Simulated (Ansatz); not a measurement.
Al₂BP₃ (P6_3mc)

The calculation used Ansatz 0.2.0, DFT PBE, scalar-relativistic, plane waves, PAW.

Plane waves to 420 eV, a k mesh through Γ of 12×12×2 on the computed 12-atom cell and Gaussian smearing (0.02 eV); no spin polarisation.

The structure is relaxed at this level of theory with its symmetry kept, and needn't be the ground state of this composition.

```yaml
crystal:
  lattice:
    - [3.65248, 0.00000, 0.00000]
    - [-1.82624, 3.16314, 0.00000]
    - [0.00000, 0.00000, 18.49506]
  atoms:
    - { symbol: Al, position: [0.33333, 0.66667, 0.99519] }
    - { symbol: Al, position: [0.33333, 0.66667, 0.67327] }
    - { symbol: Al, position: [0.66667, 0.33333, 0.17327] }
    - { symbol: Al, position: [0.66667, 0.33333, 0.49519] }
    - { symbol: B, position: [0.33333, 0.66667, 0.33657] }
    - { symbol: B, position: [0.66667, 0.33333, 0.83657] }
    - { symbol: P, position: [0.33333, 0.66667, 0.12285] }
    - { symbol: P, position: [0.33333, 0.66667, 0.44435] }
    - { symbol: P, position: [0.33333, 0.66667, 0.80278] }
    - { symbol: P, position: [0.66667, 0.33333, 0.30278] }
    - { symbol: P, position: [0.66667, 0.33333, 0.62285] }
    - { symbol: P, position: [0.66667, 0.33333, 0.94435] }
```

* Space group: P6_3mc (No. 186)
* Volume per atom: 17.81 Å³
* Formation energy from the elements' standard states (uncorrected): -0.304 eV/atom
* Kohn–Sham band gap: 0.92 eV
* Orbital (Löwdin) character of the top 1 eV of the valence band: P 3p 80 %, Al 3p 14 %
* Orbital (Löwdin) character of the lowest 1 eV of the conduction band: Al 3p 20 %, B 2p 18 %, P 3p 17 %, B 2s 14 %, P 3s 14 %, unprojected 11 %

Another cell of Al2BP3 relaxed alike, in I-4m2, lies 38 meV/atom lower, so this cell isn't the stable form at this level.

The cell was found from a structure generator's guess, not taken from experiment. Kohn–Sham gaps at this level usually fall short of measured ones. Löwdin shares on free-atom orbitals overweight diffuse shells in the empty bands.
